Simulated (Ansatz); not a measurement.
CaCu5:
```xyz
6
Lattice="5.0616 0.0000 0.0000 -2.5308 4.3835 0.0000 0.0000 0.0000 3.9873" Properties=species:S:1:pos:R:3 pbc="T T T"
Ca     0.0000     0.0000     0.0000
Cu     0.0000     2.9223     0.0000
Cu     2.5308     1.4612     0.0000
Cu     2.5308     0.0000     1.9936
Cu     1.2654     2.1918     1.9936
Cu    -1.2654     2.1918     1.9936
```

Relaxed with r²SCAN. Special points in fractions of this cell's reciprocal vectors: Γ (0.000, 0.000, 0.000); M (0.500, 0.000, 0.000); K (0.333, 0.333, 0.000); A (0.000, 0.000, 0.500); L (0.500, 0.000, 0.500); H (0.333, 0.333, 0.500).

**Question.** List the band energies nearest the Fermi level at these points for plane-wave PAW r²SCAN (Ansatz code).

**Answer.** In eV from the Fermi level; about four levels below and three above (degenerate sets whole), none deeper than 8.9 eV; points with the same levels are listed once.

```json
[
 {"k": "Γ", "below": "-1.76 -1.71 -1.71 -0.46", "above": "0.53 0.53 0.66"},
 {"k": "M", "below": "-2.36 -1.71 -0.40 -0.23", "above": "1.87 2.78 3.17"},
 {"k": "K", "below": "-2.31 -2.31 -1.91 -1.71", "above": "2.16 2.55 2.55"},
 {"k": "A", "below": "-1.77 -1.77 -1.76 -0.30", "above": "0.18 0.18 1.04 1.04"},
 {"k": "L", "below": "-1.77 -1.77 -1.71 -1.14", "above": "1.00 1.21 1.34"},
 {"k": "H", "below": "-1.97 -1.97 -1.25 -1.25 -0.04", "above": "0.05 3.85 3.85"}
]
```

Space group P6/mmm. The workflow started from a Materials Project entry (that database holds measured and hypothetical structures alike); the Crystallography Open Database copy checked does not list it. Its standing as an ambient phase is unchecked. Symmetry was held in the r²SCAN relaxation; its stability against distortions is not shown here. No spin polarisation was allowed.

Potentials: the later of the program's two PAW sets.
